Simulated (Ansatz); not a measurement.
CdSn2O:
Space group R3m, hexagonal axes (No. 160); a = b = 3.875 Å, c = 21.862 Å, α = β = 90.00°, γ = 120.00°

```tsv
atom	site	symmetry	x	y	z
Cd	3a	3m	0.0000	0.0000	0.0293
O	3a	3m	0.0000	0.0000	0.1332
Sn	3a	3m	0.0000	0.0000	0.4756
Sn	3a	3m	0.0000	0.0000	0.6120
```
(The calculation used a cell of 4 atoms; values per cell refer to that cell.)

Relaxed with PBEsol in the plane-wave PAW code Ansatz. Indices refer to the conventional cell of R3m, a = 3.875 Å, b = 3.875 Å, c = 21.862 Å, α = 90.00°, β = 90.00°, γ = 120.00°.

Question: Simulate the powder diffraction pattern (Cu Kα, λ = 1.54184 Å; lines above 1 %) up to 2θ = 90°.

Answer: Simulated powder pattern, Cu Kα, λ = 1.54184 Å (kinematic, ideal powder, no thermal factors, no anomalous dispersion; the 30 strongest lines at most, above 1 %, up to 2θ = 90°):

| 2θ (°) | d (Å) | I/Imax (%) | hkl |
|---|---|---|---|
| 12.15 | 7.287 | 5.6 | (0003) |
| 24.43 | 3.644 | 11 | (0006) |
| 26.88 | 3.317 | 11 | (1 0 -1 1) |
| 27.81 | 3.208 | 100 | (0 1 -1 2) |
| 31.27 | 2.860 | 4.5 | (1 0 -1 4) |
| 33.66 | 2.662 | 38 | (0 1 -1 5) |
| 37.01 | 2.429 | 16 | (0009) |
| 39.41 | 2.286 | 54 | (1 0 -1 7) |
| 42.67 | 2.119 | 12 | (0 1 -1 8) |
| 46.89 | 1.938 | 42 | (1 1 -2 0) |
| 49.78 | 1.832 | 2.6 | (1 0 -1 10) |
| 50.07 | 1.822 | 3.0 | (0 0 0 12) |
| 53.57 | 1.711 | 7.2 | (1 1 -2 6) |
| 53.59 | 1.710 | 3.1 | (0 1 -1 11) |
| 55.39 | 1.659 | 14 | (2 0 -2 2) |
| 58.95 | 1.567 | 7.6 | (2 0 -2 5) |
| 61.18 | 1.515 | 21 | (1 1 -2 9) |
| 61.69 | 1.504 | 3.4 | (1 0 -1 13) |
| 62.87 | 1.478 | 13 | (0 2 -2 7) |
| 65.24 | 1.430 | 3.3 | (2 0 -2 8) |
| 65.98 | 1.416 | 8.4 | (0 1 -1 14) |
| 71.01 | 1.327 | 6.1 | (1 1 -2 12) |
| 75.06 | 1.266 | 3.9 | (1 0 -1 16) |
| 75.44 | 1.260 | 11 | (1 2 -3 2) |
| 78.51 | 1.218 | 6.5 | (1 2 -3 5) |
| 81.98 | 1.175 | 13 | (2 1 -3 7) |
| 82.88 | 1.165 | 6.6 | (1 1 -2 15) |
| 84.13 | 1.151 | 3.2 | (1 2 -3 8) |
| 84.81 | 1.143 | 4.2 | (2 0 -2 14) |
| 87.12 | 1.119 | 6.7 | (3 0 -3 0) |

The start of the workflow was typed in or built on a structure type; neither database checked (COD, Materials Project) lists it. Whether it is the stable phase at ambient conditions was not checked. Symmetry was held in the PBEsol relaxation; whether a distortion lowers the energy is not shown. The volume moved by 21 % from the start of the relaxation. Scalar-relativistic: spin–orbit coupling is off unless named, which matters more the heavier the elements.

Potentials: the earlier of the program's two PAW sets. The files were generated under PBE; for other functionals the program regenerates the frozen cores, and for LDA and PBEsol the local potential too.
